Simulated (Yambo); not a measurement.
Absorption of Cl (space group Cmce, No. 64) with and without the electron-hole interaction (Yambo, LDA bands; 6×6×4 mesh, 10 valence and 6 conduction bands, static screening with 55 bands and a 4 Ry block, scissor 2.79 eV, Tamm-Dancoff; field along x). Axes are Cartesian, with cell vectors (Å) (3.26, -2.06, 0.00), (3.26, 2.06, 0.00), (0.00, 0.00, 8.40).

| E (eV) | Im ε, BSE | Im ε, independent quasiparticles |
|---|---|---|
| 2.20 | 0.01 | 0.01 |
| 2.30 | 0.01 | 0.01 |
| 2.40 | 0.01 | 0.01 |
| 2.50 | 0.01 | 0.01 |
| 2.60 | 0.01 | 0.01 |
| 2.70 | 0.01 | 0.01 |
| 2.80 | 0.01 | 0.01 |
| 2.90 | 0.01 | 0.01 |
| 3.00 | 0.01 | 0.01 |
| 3.10 | 0.01 | 0.01 |
| 3.20 | 0.02 | 0.01 |
| 3.30 | 0.02 | 0.01 |
| 3.40 | 0.02 | 0.01 |
| 3.50 | 0.02 | 0.01 |
| 3.60 | 0.02 | 0.01 |
| 3.70 | 0.02 | 0.01 |
| 3.80 | 0.03 | 0.01 |
| 3.90 | 0.03 | 0.01 |
| 4.00 | 0.04 | 0.01 |
| 4.10 | 0.06 | 0.01 |
| 4.20 | 0.08 | 0.01 |
| 4.30 | 0.14 | 0.02 |
| 4.40 | 0.23 | 0.02 |
| 4.50 | 0.23 | 0.02 |
| 4.60 | 0.17 | 0.02 |
| 4.70 | 0.15 | 0.03 |
| 4.80 | 0.16 | 0.04 |
| 4.90 | 0.20 | 0.06 |
| 5.00 | 0.22 | 0.10 |
| 5.10 | 0.24 | 0.13 |
| 5.20 | 0.27 | 0.15 |
| 5.30 | 0.22 | 0.15 |
| 5.40 | 0.16 | 0.14 |
| 5.50 | 0.13 | 0.13 |
| 5.60 | 0.11 | 0.11 |
| 5.70 | 0.09 | 0.11 |
| 5.80 | 0.07 | 0.12 |
| 5.90 | 0.06 | 0.15 |
| 6.00 | 0.05 | 0.17 |
| 6.10 | 0.05 | 0.20 |
| 6.20 | 0.05 | 0.23 |
| 6.30 | 0.05 | 0.24 |
| 6.40 | 0.05 | 0.18 |
| 6.50 | 0.05 | 0.13 |
| 6.60 | 0.06 | 0.09 |
| 6.70 | 0.08 | 0.06 |
| 6.80 | 0.13 | 0.05 |
| 6.90 | 0.19 | 0.04 |
| 7.00 | 0.18 | 0.04 |
| 7.10 | 0.15 | 0.04 |
| 7.20 | 0.14 | 0.04 |
| 7.30 | 0.13 | 0.05 |
| 7.40 | 0.13 | 0.06 |
| 7.50 | 0.13 | 0.07 |
| 7.60 | 0.13 | 0.08 |
| 7.70 | 0.13 | 0.09 |
| 7.80 | 0.14 | 0.10 |
| 7.90 | 0.14 | 0.11 |
| 8.00 | 0.13 | 0.11 |
| 8.10 | 0.13 | 0.10 |
| 8.20 | 0.13 | 0.10 |
| 8.30 | 0.14 | 0.10 |
| 8.40 | 0.16 | 0.10 |
| 8.50 | 0.18 | 0.09 |
| 8.60 | 0.22 | 0.08 |
| 8.70 | 0.27 | 0.08 |
| 8.80 | 0.33 | 0.08 |
| 8.90 | 0.42 | 0.08 |
| 9.00 | 0.61 | 0.09 |
| 9.10 | 0.88 | 0.10 |

The scissor comes from a G0W0 run whose convergence isn't established. Broadening 0.15 eV. The band window holds all transitions up to 12.4 eV. Fine structure above the onset can come from the mesh.

Geometry of the Materials Project entry, not relaxed at this level; primitive cell a = 3.8585 Å, b = 3.8585 Å, c = 8.4024 Å, α = 90.00°, β = 90.00°, γ = 64.45°.

The distance between layers or molecules is the database entry's, not relaxed here. Functionals without dispersion can leave it too large, which widens gaps and weakens the response across layers: the numbers belong to this cell.
